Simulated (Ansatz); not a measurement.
GaAs (zinc blende, F-43m), a = 5.6665 Å, b = 5.6665 Å, c = 5.6665 Å, α = 90.00°, β = 90.00°, γ = 90.00°; the cell used has 2 atoms.

Relaxed with r²SCAN. Independent-particle spectrum: no excitons, no local fields, no scissors shift; 0.1 eV broadening; ε₁ of the summed bands alone.

Q: Tabulate the dielectric function from the program Ansatz at the r²SCAN level (PAW).

A: 

```
E (eV)  ε₁ xx  ε₂ xx
------  -----  -----
0.0     11.60   0.00
0.3     11.69   0.00
0.6     12.00   0.00
0.9     12.76   0.09
1.2     13.28   0.89
1.5     13.72   1.32
1.8     14.65   1.71
2.1     16.43   2.53
2.4     21.00   5.62
2.7     14.35  14.17
3.0     10.66  11.90
3.3      9.97  10.37
3.6     10.86   9.60
3.9     14.12  10.70
4.2     13.89  17.48
4.5     14.01  27.19
4.8     -9.49  21.60
5.1     -6.55  13.15
5.4     -4.95  11.27
5.7     -4.25   9.03
6.0     -2.28  10.32
6.3     -6.52   8.54
6.6     -5.77   6.44
6.9     -5.24   5.28
7.2     -4.81   4.35
7.5     -4.31   3.59
7.8     -3.81   3.03
8.1     -3.35   2.65
8.4     -2.97   2.34
8.7     -2.53   2.14
9.0     -2.12   2.25
9.3     -2.48   2.15
9.6     -2.31   1.74
9.9     -2.09   1.50
10.2    -1.90   1.35
10.5    -1.73   1.20
10.8    -1.59   1.11
11.1    -1.46   1.02
11.4    -1.37   0.93
11.7    -1.26   0.80
12.0    -1.16   0.70
```

Q: From ε at 1.9 eV (xx: 15.19 + 1.90i), find n, k, the normal reflectivity and the absorption coefficient.

A: n = 3.91, k = 0.243, R = 35 %, α = 2kE/ħc = 47000 cm⁻¹.

With all bands, ε∞ without local fields is 11.7. DFPT, with local fields, gives 11.6.

Symmetry was held in the r²SCAN relaxation; phonons on a q-mesh show no instability. Scalar-relativistic: spin–orbit coupling is off unless named, which matters more the heavier the elements.

Potentials: the later of the program's two PAW sets.
